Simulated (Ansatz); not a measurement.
This run works on a generated trial structure, not on a known crystal.

Input and command of a plane-wave DFT calculation in Ansatz:

```yaml
crystal:
  lattice:
    - [7.31610573, 0.0, 0.0]
    - [0.0, 7.31610573, 0.0]
    - [0.0, 0.0, 4.3125282]
  atoms:
    - { symbol: Ge, position: [0.0, 0.0, 0.0] }
    - { symbol: Sb, position: [0.0, 0.5, 0.5] }
    - { symbol: Sb, position: [0.5, 0.0, 0.5] }
    - { symbol: Te, position: [0.7657302, 0.7657302, 0.0] }
    - { symbol: Te, position: [0.2342698, 0.2342698, 0.0] }
    - { symbol: Te, position: [0.7657302, 0.2342698, 0.0] }
    - { symbol: Te, position: [0.2342698, 0.7657302, 0.0] }
basis:
  ecutwfc: 420
kpoints:
  mp_grid: { grid: [2, 2, 4] }
hamiltonian:
  xc: pbe
scf:
  occupations: { method: gaussian, width: 0.2 }
  lower_state_search: "off"
output:
  forces: true
  stress: true
  eigenvalues: true
relax:
  adjacent_minimum: "off"
  f_tol: 0.08
  max_steps: 16
  cell: { stress_tol: 0.8 }
```

```bash
ansatz run input.yaml --threads 1 --pin off --max-ram 2560MiB --backend cpu --events-out ev --progress --plain --runs-dir out
```

Processor: Intel(R) Xeon(R) Processor @ 2.70GHz, 1 thread, on a host shared with other jobs.

Estimate time, memory and problem size.

About 66 s, peak memory 0.56 GiB. It solves 65 bands at 9 k points (after reduction by symmetry) with about 4301 plane waves (on the last cell), in 37 SCF iterations over 6 ionic steps.
